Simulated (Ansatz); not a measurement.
WC₂:
```cif
data_C4W2
_chemical_formula_sum 'W2 C4'
_space_group_name_H-M_alt 'P63/mmc'
_space_group_IT_number 194
_space_group_name_Hall '-P 6c 2c'
_cell_length_a 3.25423
_cell_length_b 3.25423
_cell_length_c 9.10512
_cell_angle_alpha 90.000
_cell_angle_beta 90.000
_cell_angle_gamma 120.000
loop_
_atom_site_label
_atom_site_type_symbol
_atom_site_symmetry_multiplicity
_atom_site_Wyckoff_symbol
_atom_site_fract_x
_atom_site_fract_y
_atom_site_fract_z
_atom_site_occupancy
W1 W 2 c 0.33333 0.66667 0.25000 1
C1 C 4 f 0.66667 0.33333 0.15579 1
```

This is the PBE+D3(BJ)-relaxed structure.

Problem. All from plane-wave PAW PBE+D3(BJ) (Ansatz code), unless another level is named. Give the electronic character.

Solution. metallic (no gap).

Problem. Next, the density of states at the Fermi level?

Solution. 0.20 states/eV per atom (mean over ±0.08 eV).

Problem. Give the formation energy from the elements (no fitted shifts).

Solution. 1404 meV/atom.

Problem. What about the gap with spin–orbit coupling?

Solution. none (metallic).

Space group P6_3/mmc. The start of the workflow was typed in or built on a structure type; neither database checked (COD, Materials Project) lists it. Its standing as an ambient phase is unchecked. Symmetry was held in the PBE+D3(BJ) relaxation; whether a distortion lowers the energy is not shown. The run is not spin-polarised. Its formation energy is positive at this level, so the cell may be metastable or incomplete. The references are the lowest solids computed at this level, not always the standard phases. Scalar-relativistic: spin–orbit coupling is off unless named, which matters more the heavier the elements.

Potentials: the earlier of the program's two PAW sets.
